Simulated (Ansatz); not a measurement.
Input file for Ansatz (an electronic-structure program):

Ansatz 0.2 input:
```yaml
crystal:
  lattice:
    - [2.8399550119, 0.0, 0.0]
    - [0.0, 2.8399550119, 0.0]
    - [0.0, 0.0, 2.8399550119]
  atoms:
    - { symbol: Co, position: [0.0, 0.0, 0.0] }
    - { symbol: Ga, position: [0.5, 0.5, 0.5] }
kpoints:
  mp_grid: { grid: [30, 30, 30] }
hamiltonian:
  xc: pbesol
  pseudopotentials: { kind: paw }
scf:
  occupations: { method: fermi_dirac, width: 0.1 }
elastic: { mode: relaxed_ion, stencil: two_point, amplitude: 0.005, f_tol: 0.0005 }
```

Output (shortened):

```
Pseudopotential: Co, paw, valence charge 17
Pseudopotential: Ga, paw, valence charge 13
Functional definition: PBEsol
Crystal: 2 atoms, lattice volume = 22.905 Å³
Basis set: ecut = 420 eV, 461 PW (Γ), exchange–correlation on 40×40×40 points (8 copies of the dense FFT grid, shifted against one another)
Bands: 19, of which v1, the nominal top of the filled ones, is band 15 counted from 1 (14 counted from 0)
Symmetry: 48 space group operations
Space group: Pm-3m (ITA 221), of the structure as read, at distance tolerance 2.8e-5 Å
k-points: 816 of 27000
SCF iter   1: F=—  HF=-8836.888857 eV  |F-HF|=—  |Δ(HF+E_count)|=         —  Δρ=2.44e-2  dr2=8.43e-2  ethr=1.77e-3  ⟨swp⟩=5.1  Hψ=62893  notcnv=0
preconditioner: auto → none
SCF iter   2: F=—  HF=-8836.880470 eV  |F-HF|=—  |Δ(HF+E_count)|=   8.39e-3  Δρ=1.18e-2  dr2=2.31e-2  ethr=2.81e-4  ⟨swp⟩=2.0  Hψ=23997  notcnv=0
SCF iter   3: F=—  HF=-8836.878115 eV  |F-HF|=—  |Δ(HF+E_count)|=   2.35e-3  Δρ=2.05e-3  dr2=5.27e-4  ethr=7.71e-5  ⟨swp⟩=1.1  Hψ=15821  notcnv=0
SCF iter   4: F=—  HF=-8836.877768 eV  |F-HF|=—  |Δ(HF+E_count)|=   3.47e-4  Δρ=6.41e-4  dr2=6.84e-5  ethr=1.76e-6  ⟨swp⟩=2.1  Hψ=24256  notcnv=0
SCF iter   5: F=—  HF=-8836.877723 eV  |F-HF|=—  |Δ(HF+E_count)|=   4.55e-5  Δρ=1.64e-4  dr2=1.02e-6  ethr=2.28e-7  ⟨swp⟩=2.3  Hψ=22960  notcnv=0
SCF iter   6: F=—  HF=-8836.877730 eV  |F-HF|=—  |Δ(HF+E_count)|=   6.78e-6  Δρ=1.51e-5  dr2=2.49e-8  ethr=3.40e-9  ⟨swp⟩=2.0  Hψ=27889  notcnv=0
SCF iter   7: F=—  HF=-8836.877730 eV  |F-HF|=—  |Δ(HF+E_count)|=   3.74e-9  Δρ=9.15e-7  dr2=4.95e-11  ethr=8.30e-11  ⟨swp⟩=2.0  Hψ=19224  notcnv=0
SCF iter   8: F=—  HF=-8836.877730 eV  |F-HF|=—  |Δ(HF+E_count)|=  4.00e-11  Δρ=1.96e-7  dr2=2.50e-12  ethr=1.65e-13 (applied; sched 1.00e-12)  ⟨swp⟩=2.0  Hψ=28153  notcnv=0
SCF iter   9: F=-8836.877730 eV  HF=-8836.877730 eV  |F-HF|=0.00e0  |Δ(HF+E_count)|=  1.82e-12  Δρ=1.14e-8  dr2=1.22e-14  ethr=1.00e-12  ⟨swp⟩=3.2  Hψ=65376  notcnv=0
the search or the solves at the SCF's close seem to have found levels that the self-consistency loop had missed (the run counts 1) …
SCF 1 converged in 9 iterations: F = -8836.877730 eV  dr2 = 1.22e-14
Crystal: 2 atoms, lattice volume = 22.791 Å³
Symmetry: 16 space group operations
k-points: 2176 of 27000
iter 1 solved again at ethr=1.29e-7 eV; its pass at ethr=3.10e-3 eV (dr2=3.88e-5 eV) is discarded
SCF iter   1: F=—  HF=-8836.877212 eV  |F-HF|=—  |Δ(HF+E_count)|=         —  Δρ=6.02e-4  dr2=4.75e-5  ethr=1.29e-7  ⟨swp⟩=3.2  Hψ=245637  notcnv=0
preconditioner: auto → none
SCF iter   2: F=—  HF=-8836.877182 eV  |F-HF|=—  |Δ(HF+E_count)|=   3.02e-5  Δρ=2.53e-4  dr2=4.50e-6  ethr=1.29e-7  ⟨swp⟩=2.0  Hψ=60529  notcnv=0
SCF iter   3: F=—  HF=-8836.877176 eV  |F-HF|=—  |Δ(HF+E_count)|=   6.38e-6  Δρ=8.40e-5  dr2=8.67e-7  ethr=1.50e-8  ⟨swp⟩=2.0  Hψ=61867  notcnv=0
SCF iter   4: F=—  HF=-8836.877175 eV  |F-HF|=—  |Δ(HF+E_count)|=   7.35e-7  Δρ=2.58e-5  dr2=5.42e-8  ethr=2.89e-9  ⟨swp⟩=2.0  Hψ=58946  notcnv=0
SCF iter   5: F=—  HF=-8836.877175 eV  |F-HF|=—  |Δ(HF+E_count)|=  7.35e-10  Δρ=8.89e-6  dr2=8.35e-9  ethr=1.81e-10  ⟨swp⟩=2.1  Hψ=55611  notcnv=0
SCF iter   6: F=—  HF=-8836.877175 eV  |F-HF|=—  |Δ(HF+E_count)|=   1.91e-9  Δρ=7.81e-7  dr2=8.68e-11  ethr=2.78e-11  ⟨swp⟩=1.7  Hψ=49497  notcnv=0
SCF iter   7: F=—  HF=-8836.877175 eV  |F-HF|=—  |Δ(HF+E_count)|=  3.09e-11  Δρ=9.22e-8  dr2=4.65e-13  ethr=2.89e-13 (applied; sched 1.00e-12)  ⟨swp⟩=2.0  Hψ=69501  notcnv=0
SCF iter   8: F=—  HF=-8836.877175 eV  |F-HF|=—  |Δ(HF+E_count)|=    0.00e0  Δρ=3.29e-8  dr2=1.15e-13  ethr=1.00e-12  ⟨swp⟩=4.4  Hψ=152702  notcnv=0
SCF iter   9: F=-8836.877175 eV  HF=-8836.877175 eV  |F-HF|=0.00e0  |Δ(HF+E_count)|=  1.82e-12  Δρ=5.32e-9  dr2=2.68e-15  ethr=1.00e-12  ⟨swp⟩=4.0  Hψ=142020  notcnv=0
SCF 2 converged in 9 iterations: F = -8836.877175 eV  dr2 = 2.68e-15
Crystal: 2 atoms, lattice volume = 23.020 Å³
iter 1 solved again at ethr=1.65e-8 eV; its pass at ethr=3.10e-3 eV (dr2=4.96e-6 eV) is discarded
SCF iter   1: F=—  HF=-8836.877378 eV  |F-HF|=—  |Δ(HF+E_count)|=         —  Δρ=1.00e-3  dr2=4.96e-6  ethr=1.65e-8  ⟨swp⟩=1.9  Hψ=194236  notcnv=0
preconditioner: auto → none
SCF iter   2: F=—  HF=-8836.877394 eV  |F-HF|=—  |Δ(HF+E_count)|=   1.53e-5  Δρ=5.00e-4  dr2=1.19e-6  ethr=1.65e-8  ⟨swp⟩=1.0  Hψ=41344  notcnv=0
SCF iter   3: F=—  HF=-8836.877405 eV  |F-HF|=—  |Δ(HF+E_count)|=   1.09e-5  Δρ=2.03e-5  dr2=1.21e-8  ethr=3.97e-9  ⟨swp⟩=1.0  Hψ=41344  notcnv=0
SCF iter   4: F=—  HF=-8836.877405 eV  |F-HF|=—  |Δ(HF+E_count)|=   3.67e-9  Δρ=1.01e-6  dr2=1.24e-10  ethr=4.05e-11  ⟨swp⟩=2.3  Hψ=66452  notcnv=0
SCF iter   5: F=—  HF=-8836.877405 eV  |F-HF|=—  |Δ(HF+E_count)|=  4.55e-11  Δρ=2.28e-7  dr2=3.76e-12  ethr=4.13e-13 (applied; sched 1.00e-12)  ⟨swp⟩=2.0  Hψ=66089  notcnv=0
SCF iter   6: F=—  HF=-8836.877405 eV  |F-HF|=—  |Δ(HF+E_count)|=  5.46e-12  Δρ=8.58e-8  dr2=6.22e-13  ethr=1.25e-14 (applied; sched 1.00e-12)  ⟨swp⟩=2.2  Hψ=66437  notcnv=0
SCF iter   7: F=-8836.877405 eV  HF=-8836.877405 eV  |F-HF|=0.00e0  |Δ(HF+E_count)|=  1.82e-12  Δρ=1.98e-8  dr2=3.25e-14  ethr=1.00e-12  ⟨swp⟩=3.1  Hψ=174056  notcnv=0
SCF 3 converged in 7 iterations: F = -8836.877405 eV  dr2 = 3.25e-14
Crystal: 2 atoms, lattice volume = 22.905 Å³
Symmetry: 8 space group operations
k-points: 3856 of 27000
iter 1 solved again at ethr=4.32e-8 eV; its pass at ethr=3.10e-3 eV (dr2=1.30e-5 eV) is discarded
SCF iter   1: F=—  HF=-8836.877540 eV  |F-HF|=—  |Δ(HF+E_count)|=         —  Δρ=4.45e-4  dr2=2.20e-5  ethr=4.32e-8  ⟨swp⟩=3.1  Hψ=432331  notcnv=0
preconditioner: auto → none
SCF iter   2: F=—  HF=-8836.877518 eV  |F-HF|=—  |Δ(HF+E_count)|=   2.23e-5  Δρ=1.97e-4  dr2=3.55e-6  ethr=4.32e-8  ⟨swp⟩=1.1  Hψ=73873  notcnv=0
SCF iter   3: F=—  HF=-8836.877512 eV  |F-HF|=—  |Δ(HF+E_count)|=   5.95e-6  Δρ=1.39e-5  dr2=6.25e-9  ethr=1.18e-8  ⟨swp⟩=2.2  Hψ=103566  notcnv=0
SCF iter   4: F=—  HF=-8836.877512 eV  |F-HF|=—  |Δ(HF+E_count)|=   2.26e-7  Δρ=3.68e-6  dr2=6.86e-10  ethr=2.08e-11  ⟨swp⟩=2.2  Hψ=132369  notcnv=0
SCF iter   5: F=—  HF=-8836.877512 eV  |F-HF|=—  |Δ(HF+E_count)|=  2.47e-10  Δρ=7.92e-7  dr2=7.17e-11  ethr=2.29e-12  ⟨swp⟩=2.0  Hψ=115623  notcnv=0
SCF iter   6: F=—  HF=-8836.877512 eV  |F-HF|=—  |Δ(HF+E_count)|=  5.28e-11  Δρ=2.78e-7  dr2=6.11e-12  ethr=2.39e-13 (applied; sched 1.00e-12)  ⟨swp⟩=2.0  Hψ=100690  notcnv=0
SCF iter   7: F=—  HF=-8836.877512 eV  |F-HF|=—  |Δ(HF+E_count)|=  1.82e-12  Δρ=5.88e-8  dr2=1.39e-13  ethr=2.04e-14 (applied; sched 1.00e-12)  ⟨swp⟩=2.7  Hψ=129680  notcnv=0
SCF iter   8: F=-8836.877512 eV  HF=-8836.877512 eV  |F-HF|=1.82e-12  |Δ(HF+E_count)|=    0.00e0  Δρ=3.63e-9  dr2=1.14e-15  ethr=1.00e-12  ⟨swp⟩=4.2  Hψ=263629  notcnv=0
SCF 4 converged in 8 iterations: F = -8836.877512 eV  dr2 = 1.14e-15
Crystal: 2 atoms, lattice volume = 22.905 Å³
iter 1 solved again at ethr=6.18e-9 eV; its pass at ethr=3.10e-3 eV (dr2=1.85e-6 eV) is discarded
SCF iter   1: F=—  HF=-8836.877509 eV  |F-HF|=—  |Δ(HF+E_count)|=         —  Δρ=6.26e-4  dr2=1.85e-6  ethr=6.18e-9  ⟨swp⟩=1.9  Hψ=349579  notcnv=0
preconditioner: auto → none
SCF iter   2: F=—  HF=-8836.877506 eV  |F-HF|=—  |Δ(HF+E_count)|=   2.52e-6  Δρ=3.13e-4  dr2=4.63e-7  ethr=6.18e-9  ⟨swp⟩=1.0  Hψ=73264  notcnv=0
SCF iter   3: F=—  HF=-8836.877512 eV  |F-HF|=—  |Δ(HF+E_count)|=   5.68e-6  Δρ=8.35e-7  dr2=6.81e-11  ethr=1.54e-9  ⟨swp⟩=1.0  Hψ=73264  notcnv=0
SCF iter   4: F=—  HF=-8836.877512 eV  |F-HF|=—  |Δ(HF+E_count)|=  4.73e-11  Δρ=4.16e-7  dr2=2.28e-11  ethr=2.27e-13 (applied; sched 1.00e-12)  ⟨swp⟩=2.0  Hψ=133038  notcnv=0
SCF iter   5: F=—  HF=-8836.877512 eV  |F-HF|=—  |Δ(HF+E_count)|=  2.55e-11  Δρ=1.25e-7  dr2=7.92e-13  ethr=7.61e-14 (applied; sched 1.00e-12)  ⟨swp⟩=2.0  Hψ=104599  notcnv=0
SCF iter   6: F=-8836.877512 eV  HF=-8836.877512 eV  |F-HF|=0.00e0  |Δ(HF+E_count)|=  1.82e-12  Δρ=1.48e-8  dr2=2.67e-14  ethr=1.00e-12  ⟨swp⟩=4.6  Hψ=269965  notcnv=0
SCF 5 converged in 6 iterations: F = -8836.877512 eV  dr2 = 2.67e-14
SCF converged after 9 iterations
Free energy (F): -8836.877730 eV
Harris-Foulkes:  -8836.877730 eV  (|F-HF|=0.00e0)
Internal energy: -8836.839635 eV  (E = F + TS)
E sigma→0 (E₀):  -8836.858682 eV
Entropy (-TS):   -0.038095 eV (-19.047 meV/atom)
Fermi energy:    17.538565 eV
--- Per-component energies (eV) ---
  E_band       = -197.095643
  E_kinetic    = 575.535404
  E_local      = -4397.557832  (includes V_loc(G=0)·N_el)
  E_nonlocal   = 887.279328
  E_hartree    = 1954.344279
  E_xc         = -228.145357
  E_vxc        = -265.178342  (∫ρ·V_xc dr)
  E_paw        = -3436.301440  (= ΣΔE_a)
  E_vpaw       = -905.862639  (= ΣTr[D̂ρ^β])
  E_aug_tail   = -0.000113  (compensation charges beyond the density's cutoff)
  E_ewald      = -4193.045302
  E_core_change = 1.051397  (= ΣΔE_core)
  E_smearing   = -0.038095  (= −TS)
  E_closure    = 0.000000  (closes the sum)
  Σ components = -8836.877730   (vs F -8836.877730, Δ=0.00e0)
  [band-id]    e_kinetic+e_local+e_nonlocal+2·e_hartree+e_vxc+e_vpaw+e_augmentation_tail = -197.095635   (vs E_band -197.095643, Δ=7.80e-6)
--- Forces (eV/Å), atoms counted from 1 ---
  atom   1  Co     0.00000000     0.00000000     0.00000000
  atom   2  Ga     0.00000000     0.00000000     0.00000000
  max |Σ_I F_I| component: 0.0 eV/Å
--- Stress (GPa, compression-positive) ---
        0.154177       0.000000       0.000000
        0.000000       0.154177       0.000000
        0.000000       0.000000       0.154177
  P = ⅓ Tr σ = 0.1542 GPa (1.542 kbar)
--- Band table (eV; the first three rows and the last of 816) ---
  k-point 0: bands = ["-76.8558", "-40.3008", "-40.3008", "-40.3008", "2.3749", "2.3749", "2.7653", "2.7653", "2.7653", "5.1111", "14.8504", "14.8504", "16.8171", "16.8171", "16.8171", "22.8588", "22.8588", "22.8588", "28.8288"]
  k-point 1: bands = ["-76.8558", "-40.3013", "-40.3007", "-40.3007", "2.3756", "2.3782", "2.7641", "2.7641", "2.7656", "5.1328", "14.8472", "14.8527", "16.8012", "16.8012", "16.8171", "22.6766", "22.8985", "22.8985", "28.8319"]
  k-point 2: bands = ["-76.8557", "-40.3028", "-40.3006", "-40.3006", "2.3777", "2.3881", "2.7605", "2.7605", "2.7664", "5.1979", "14.8358", "14.8596", "16.7548", "16.7548", "16.8172", "22.1961", "23.0162", "23.0162", "28.8411"]
  k-point 815: bands = ["-76.8458", "-40.3375", "-40.3375", "-40.3375", "2.4722", "2.4722", "2.4722", "2.9499", "2.9499", "13.2436", "13.2436", "13.2436", "17.3536", "17.3536", "18.4513", "21.4484", "21.4484", "21.4484", "22.5566"]
--- Elastic constants: 2 strain directions × 2 members + reference (group order 48) ---
  dense FFT box of the reference and of every strained cell: 20×20×20
  strains applied: 11, 23; error gains: componentwise 1.00 (the most a stress slope's error grows in a printed constant), spectral 1.73 (1 for all six strains …
  C = ∂σ_k/∂η_j (tension-positive GPa; Voigt order 11 22 33 23 13 12):
       247.522    177.099    177.099      0.000      0.000      0.000
       177.099    247.522    177.099      0.000      0.000      0.000
       177.099    177.099    247.522      0.000      0.000      0.000
         0.000      0.000      0.000    122.903      0.000      0.000
         0.000      0.000      0.000      0.000    122.903      0.000
         0.000      0.000      0.000      0.000      0.000    122.903
  reference stress σ⁰ (GPa):     -0.154     -0.154     -0.154      0.000      0.000      0.000
  C* (energy form; C + prestress term) asymmetry max|C*_kj − C*_jk| = 5.684e-14 GPa — a small one proves nothing (zero by symmetry where the batch's group is …
  moduli (Voigt/Reuss/Hill, GPa): K = 200.57/200.57/200.57   G = 87.83/61.57/74.70   E = 199.35   ν = 0.334
  mechanically stable: yes (min eigenvalue of sym C = 70.42 GPa)
  where every solve meets its electron count the energy-path curvature estimates C_jj along a normal strain and C_jj − ¼(σ⁰_aa + σ⁰_bb) along a shear (ab), of …
  strain η (Voigt 11):  stress-route row diagonal C_11 = 247.52 GPa, energy-path curvature d²(F+E_count+ΔE)/dδ²/Ω₀ = 246.11 GPa
         δ    σ_11 (GPa)             F (eV)   n_scf  n_hpsi   n_pw
    -5.000e-3      -1.4272       -8836.8771752       9  931872    466   relax 0 steps, max|allowed force component| 0.0 eV/Å
     5.000e-3       1.0480       -8836.8774047       7  685494    468   relax 0 steps, max|allowed force component| 0.0 eV/Å
  strain η (Voigt 23):  stress-route row diagonal C_44 = 122.90 GPa, energy-path curvature d²(F+E_count+ΔE)/dδ²/Ω₀ = 121.96 GPa
         δ    σ_23 (GPa)             F (eV)   n_scf  n_hpsi   n_pw
    -5.000e-3      -0.6145       -8836.8775119       8  1414717    466   relax 0 steps, max|allowed force component| 0.0 eV/Å
     5.000e-3       0.6145       -8836.8775119       6  1066687    466   relax 0 steps, max|allowed force component| 0.0 eV/Å
```

Cost: roughly 3 core-minutes on shared cores.

The cell was relaxed with PBEsol under the symmetry of its start; of distortions, only those at the zone centre were tested. The run is not spin-polarised. As this level gives no gap, shear constants depend on the k-mesh and smearing (Fermi–Dirac, 0.1 eV here). Spin–orbit coupling is left out wherever it is not named.

Potentials: the later of the program's two PAW sets.

Ansatz is a plane-wave DFT program.
